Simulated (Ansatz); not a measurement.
# Computed properties of SrTiO3

SrTiO₃:
```cif
data_O12Sr4Ti4
_chemical_formula_sum 'Sr4 O12 Ti4'
_space_group_name_H-M_alt 'I4/mcm'
_space_group_IT_number 140
_space_group_name_Hall '-I 4 2c'
_cell_length_a 5.50323
_cell_length_b 5.50323
_cell_length_c 7.79675
_cell_angle_alpha 90.000
_cell_angle_beta 90.000
_cell_angle_gamma 90.000
loop_
_atom_site_label
_atom_site_type_symbol
_atom_site_symmetry_multiplicity
_atom_site_Wyckoff_symbol
_atom_site_fract_x
_atom_site_fract_y
_atom_site_fract_z
_atom_site_occupancy
Sr1 Sr 4 b 0.00000 0.50000 0.25000 1
O1 O 4 a 0.00000 0.00000 0.25000 1
Ti1 Ti 4 c 0.00000 0.00000 0.00000 1
O2 O 8 h 0.26289 0.23711 0.00000 1
```
(The calculation used a cell of 10 atoms; values per cell refer to that cell.)

Space group I4/mcm (No. 140); conventional cell a = b = 5.503 Å, c = 7.797 Å, α = β = γ = 90.00°.

Method: the program Ansatz at the HSE06 level (PAW). Structure relaxed to zero pressure with the same functional. Other levels are named where they apply.

### Cell and energy

```
Property              Value
---------------  ----------
Volume per atom    11.81 Å³
Density          5.16 g/cm³
```

### Electronic structure

```
Quantity                                                                               Value
----------------------------  --------------------------------------------------------------
Band gap                                                                    3.39 eV (direct)
Valence-band maximum                                                                    at Γ
Conduction-band minimum                                                                 at Γ
Gap with spin–orbit coupling  3.37 eV (at the special points and the edges found without it)
```

### Mechanics

```
Item                                 Result
----------------------------------  -------
Bulk modulus (Birch–Murnaghan fit)  191 GPa
Pressure derivative B′                  4.1
```

### Charges

```
Property                               Value
-------------  -----------------------------
Bader charges  Sr +1.64, O -1.35, Ti +2.42 e
```

The workflow started from an entry of the Crystallography Open Database (COD), which files this formula under 2 space groups. It is not the phase usual at ambient conditions (space group No. 221). The HSE06 relaxation kept the symmetry of its start; its stability against distortions is not shown here. No spin polarisation was allowed. The hybrid was solved on a coarse mesh, the path and, where they were found, the r²SCAN edge points; its band edges are the extreme levels among these. Scalar-relativistic: spin–orbit coupling is off unless named, which matters more the heavier the elements.

Potentials: the later of the program's two PAW sets.
